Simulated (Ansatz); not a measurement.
SiRu$_{2}$ in space group P4/nmm (No. 129; Ru on 2a, Ru on 2c, Si on 2c) at seven volumes, PBEsol (plane waves, PAW; program Ansatz), shape and atoms relaxed at each. One row is withheld.

| V (Å³/atom) | P (GPa) |
|---|---|
| 12.360 | 30.15 |
| 12.767 | 18.36 |
| 13.175 | 8.40 |
| 13.582 | 0.00 |
| 13.990 | -7.08 |
| 14.397 | -13.02 |
| 14.805 | ? |

**Question.** Fit the shown pressures and predict the withheld one.

**Answer.** Third-order Birch–Murnaghan: P = (3/2)B₀(x^(7/2) − x^(5/2))[1 + (3/4)(B′ − 4)(x − 1)] with x = (V₀/V)^(2/3). Least squares on the six rows gives V₀ = 13.583 Å³/atom, B₀ = 256.3 GPa, B′ = 4.67. At V = 14.805, x = 0.9442 and P = -18.07 GPa. The run itself gave -17.96 GPa.

A made-up cell: these elements were put on the sites of a structure type; neither database checked (COD, Materials Project) lists it. Its standing as an ambient phase is unchecked. The PBEsol relaxation kept the symmetry of its start; its stability against distortions is not shown here. No spin polarisation was allowed.

Potentials: the earlier of the program's two PAW sets. The files were generated under PBE; for other functionals the program regenerates the frozen cores, and for LDA and PBEsol the local potential too.
